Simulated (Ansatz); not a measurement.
LaTe, DFT, LDA, all-electron LAPW, scalar-relativistic (Ansatz 0.2.0), run on 1 thread of Arm Neoverse V2 on a shared host.

The cell is COD entry 1537884, as deposited and not checked against the literature; nothing was relaxed. The listed cell was then made from it by scaling, straining or moving an atom.

Command: `ansatz run input.yaml --threads 1 --pin off --max-ram 3072MiB --backend cpu --events-out ev --progress --plain --runs-dir out`

```yaml
crystal:
  lattice:
    - [-0.06422, 3.17889, 3.17889]
    - [3.17889, -0.06422, 3.17889]
    - [3.17889, 3.17889, -0.06422]
  atoms:
    - { symbol: La, position: [0.0, 0.0, 0.0] }
    - { symbol: Te, position: [0.5, 0.5, 0.5] }
kpoints:
  mp_grid: { grid: [10, 10, 10] }
  band_path:
    path:
      - [0.0, 0.0, 0.0]
      - [0.5, 0.5, 0.5]
      - [0.2551801333, 0.5, 0.7448198667]
      - [-0.2551801333, 0.2551801333, 0.5]
      - [0.0, 0.0, 0.5]
      - [0.0, 0.0, 0.0]
      - [-0.3775900666, 0.0, 0.3775900666]
      - [0.0, 0.3775900666, 0.6224099334]
      - [0.0, 0.5, 0.5]
    npoints: 5
scf:
  occupations: { method: fermi_dirac, width: 0.08 }
hamiltonian:
  xc: lda
  pseudopotentials: { kind: all_electron, lapw: { basis_error: 0.001 } }
output:
  forces: true
  stress: true
  eigenvalues: true
```

(1) How large is the problem that the program sets up?

(2) About how long does it take, and how much memory does it use?

Answers

(1) 116 irreducible k-points, 325 plane waves at Γ, 32 bands.

(2) 31 s of wall time for 9 SCF iterations, with a peak of 0.49 GiB. Times on shared machines scatter by tens of per cent.
